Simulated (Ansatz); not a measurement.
# VBrO, several self-consistent solutions

```xyz
6
Lattice="3.3800 0.0000 0.0000 0.0000 3.7750 0.0000 0.0000 0.0000 8.4250" Properties=species:S:1:pos:R:3 pbc="T T T"
V     1.6900    1.8875    0.8762
V     0.0000    0.0000    7.5488
Br    0.0000    1.8875    2.7634
Br    1.6900    0.0000    5.6616
O     0.0000    1.8875    8.1133
O     1.6900    0.0000    0.3117
```

Computed with plane-wave PAW DFT (Ansatz 0.2.0): r2SCAN, 500 eV cutoff, 8×7×3 Γ-centred mesh, fermi-dirac occupations of width 0.050 eV. The atoms are fixed and numbered as listed; spin is collinear, without spin-orbit coupling.

The cycle has several fixed points for this cell. Moments (μB):

```
state    V1     V2  other atoms together  size of the net moment a cell
    A  1.49  -1.49                  0.00                           0.00
    B  1.53   1.53                  0.02                           4.00
    C  0.00   0.00                  0.00                           0.00
```

Site moments are taken in small spheres that don't touch (radius about 0.4 of the atom's shortest bond), so those of the magnetic atoms read low, and they needn't add up to the net moment. State C was run without spin polarisation.

Q: Rank the states by energy at zero smearing.

A: State B (parallel moments) is lowest; A (antiparallel, compensated) lies 2.8 meV above it, C (without moments) lies 406 meV above it, all counted an atom of the cell.

Q: Which states have a gap on the mesh, and what pressure does each exert on this cell?

A: A: gap 0.42 eV, 1.6 GPa; B: gap 0.29 eV, 1.6 GPa; C: no gap, -3.0 GPa (positive in compression). Moments take up room: without them the pressure is lower, so that state wants a smaller cell.

Q: What do states B and A say about the exchange?

A: Between B and A the moments keep their size (1.53 against 1.49 μB in the mean), so the difference mostly measures the exchange between the flipped sites: the parallel order gains 8 meV for each V atom. The nearest flipped pair stands 3.08 Å apart. Flipped pairs are linked through O; the widest V–O–V angle among the nearer links is 99°, at 3.08 Å between the metal atoms. Links near a right angle give weak superexchange that is often ferromagnetic, which fits.

Q: What does magnetism gain here?

A: 406 meV an atom of the cell, or 1217 meV for each V atom, against state C, which has none. A run without spin would miss this and give wrong energies and forces. That state isn't the paramagnet, which keeps its moments, so this is no ordering energy.

The cell is that of a Crystallography Open Database entry, unchanged.

Caveats: only orders that fit this cell and collinear spins were tried, so the true order may need a larger cell or canted moments; atoms and cell are not relaxed, and each state would relax in its own way; semilocal functionals without U often misplace the states of 3d oxides, halides and chalcogenides; the k mesh is coarse, so differences of a few meV are uncertain where a state is a metal; one start a pattern, so a lower state of the same pattern may exist.
